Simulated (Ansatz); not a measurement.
RuS2 (Pa-3), relaxed with r²SCAN (Ansatz, a program for electronic structure, plane waves, PAW): a = b = c = 5.6319 Å, α = β = γ = 90.00°.

```
Quantity              Result
--------------------  ------
gap (eV)                0.88
B₀ by P(V) fit (GPa)     183
```

### Question
The same phase is relaxed and computed with HSE06 in the same code. What are the cell and these values now?

### Answer
a = 5.599 Å, b = 5.599 Å, c = 5.599 Å, α = 90.00°, β = 90.00°, γ = 90.00°.

- gap (eV): 1.97
- B₀ by P(V) fit (GPa): 189

All cells were relaxed under the symmetry of their starts (and spin orders); stability against distortions was not tested throughout. Rows with no word on spin ran without spin polarisation. Scalar-relativistic: spin–orbit coupling is off unless named, which matters more the heavier the elements.

Potentials: the later of the program's two PAW sets.

Ansatz is a plane-wave DFT program.
